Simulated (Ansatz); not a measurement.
Bi₂Te₂Se:
```cif
data_Bi6Se3Te6
_chemical_formula_sum 'Bi6 Te6 Se3'
_space_group_name_H-M_alt 'R-3m :H'
_space_group_IT_number 166
_space_group_name_Hall '-R 3 2"'
_cell_length_a 4.30894
_cell_length_b 4.30894
_cell_length_c 31.07058
_cell_angle_alpha 90.000
_cell_angle_beta 90.000
_cell_angle_gamma 120.000
loop_
_atom_site_label
_atom_site_type_symbol
_atom_site_symmetry_multiplicity
_atom_site_Wyckoff_symbol
_atom_site_fract_x
_atom_site_fract_y
_atom_site_fract_z
_atom_site_occupancy
Bi1 Bi 6 c 0.00000 0.00000 0.39290 1
Te1 Te 6 c 0.00000 0.00000 0.21736 1
Se1 Se 3 a 0.00000 0.00000 0.00000 1
```
(The calculation used a cell of 5 atoms; values per cell refer to that cell.)

Relaxed with r²SCAN+D4.

Task: Which orbitals make up the states near the band edges in r²SCAN+D4 in the plane-wave PAW code Ansatz?

Result: Top 1 eV of the valence band: Te 5p 57 %, Se 4p 28 %, Bi 6s 7 %, Bi 6p 6 %. Bottom 1 eV of the conduction band: Bi 6p 58 %, Te 5p 28 %. Projections are on Löwdin-orthogonalised atomic valence shells; empty p or d shells of many metals are not among them.

Task: Tabulate the density of states.

Result: States/eV per cell of 5 atoms, in 0.25 eV bins, energy from the valence-band maximum.

| E (eV) | total | Te 5p | Bi 6p | Se 4p |
|---|---|---|---|---|
| -7.85 | 0.00 | 0.00 | 0.00 | 0.00 |
| -7.60 | 0.00 | 0.00 | 0.00 | 0.00 |
| -7.35 | 0.00 | 0.00 | 0.00 | 0.00 |
| -7.10 | 0.00 | 0.00 | 0.00 | 0.00 |
| -6.85 | 0.00 | 0.00 | 0.00 | 0.00 |
| -6.60 | 0.00 | 0.00 | 0.00 | 0.00 |
| -6.35 | 0.00 | 0.00 | 0.00 | 0.00 |
| -6.10 | 0.00 | 0.00 | 0.00 | 0.00 |
| -5.85 | 0.00 | 0.00 | 0.00 | 0.00 |
| -5.60 | 0.00 | 0.00 | 0.00 | 0.00 |
| -5.35 | 0.00 | 0.00 | 0.00 | 0.00 |
| -5.10 | 1.08 | 0.26 | 0.47 | 0.32 |
| -4.85 | 2.08 | 0.49 | 0.89 | 0.64 |
| -4.60 | 1.83 | 0.44 | 0.77 | 0.57 |
| -4.35 | 1.79 | 0.45 | 0.73 | 0.56 |
| -4.10 | 2.50 | 0.66 | 0.97 | 0.80 |
| -3.85 | 3.58 | 1.24 | 1.29 | 0.94 |
| -3.60 | 4.26 | 1.57 | 1.46 | 1.07 |
| -3.35 | 5.11 | 1.89 | 1.74 | 1.26 |
| -3.10 | 4.33 | 1.80 | 1.36 | 0.99 |
| -2.85 | 3.92 | 1.74 | 1.19 | 0.82 |
| -2.60 | 5.10 | 2.41 | 1.52 | 0.91 |
| -2.35 | 4.32 | 2.14 | 1.30 | 0.67 |
| -2.10 | 3.53 | 1.79 | 1.00 | 0.56 |
| -1.85 | 3.04 | 1.66 | 0.61 | 0.62 |
| -1.60 | 3.98 | 2.22 | 0.58 | 0.99 |
| -1.35 | 5.25 | 2.95 | 0.58 | 1.48 |
| -1.10 | 5.49 | 3.10 | 0.30 | 1.78 |
| -0.85 | 5.09 | 2.87 | 0.27 | 1.50 |
| -0.60 | 4.07 | 2.28 | 0.19 | 1.15 |
| -0.35 | 1.61 | 0.95 | 0.15 | 0.31 |
| -0.10 | 0.04 | 0.03 | 0.00 | 0.00 |
| 0.15 | 0.00 | 0.00 | 0.00 | 0.00 |
| 0.40 | 0.00 | 0.00 | 0.00 | 0.00 |
| 0.65 | 0.01 | 0.00 | 0.00 | 0.00 |
| 0.90 | 0.09 | 0.02 | 0.05 | 0.00 |
| 1.15 | 0.63 | 0.17 | 0.36 | 0.01 |
| 1.40 | 2.21 | 0.63 | 1.29 | 0.04 |
| 1.65 | 4.44 | 1.36 | 2.57 | 0.06 |
| 1.90 | 4.37 | 1.41 | 2.52 | 0.07 |
| 2.15 | 4.56 | 1.56 | 2.54 | 0.08 |
| 2.40 | 3.96 | 1.28 | 2.19 | 0.14 |
| 2.65 | 3.88 | 1.15 | 2.17 | 0.26 |
| 2.90 | 3.42 | 0.94 | 1.89 | 0.33 |
| 3.15 | 3.27 | 0.65 | 1.80 | 0.51 |
| 3.40 | 3.72 | 0.70 | 1.99 | 0.68 |
| 3.65 | 3.94 | 0.81 | 2.05 | 0.74 |
| 3.90 | 3.33 | 0.68 | 1.66 | 0.65 |
| 4.15 | 2.96 | 0.55 | 1.24 | 0.54 |
| 4.40 | 2.78 | 0.40 | 0.81 | 0.35 |
| 4.65 | 2.18 | 0.28 | 0.56 | 0.25 |
| 4.90 | 2.13 | 0.20 | 0.38 | 0.18 |
| 5.15 | 1.73 | 0.06 | 0.11 | 0.05 |
| 5.40 | 1.04 | 0.01 | 0.02 | 0.01 |

The first step of the workflow began from a Materials Project structure, measured or hypothetical; the Crystallography Open Database copy checked does not list it. Whether it is the stable phase at ambient conditions was not checked. Symmetry was held in the r²SCAN+D4 relaxation; its stability against distortions is not shown here. Scalar-relativistic: spin–orbit coupling is off unless named, which matters more the heavier the elements.

Potentials: the later of the program's two PAW sets.
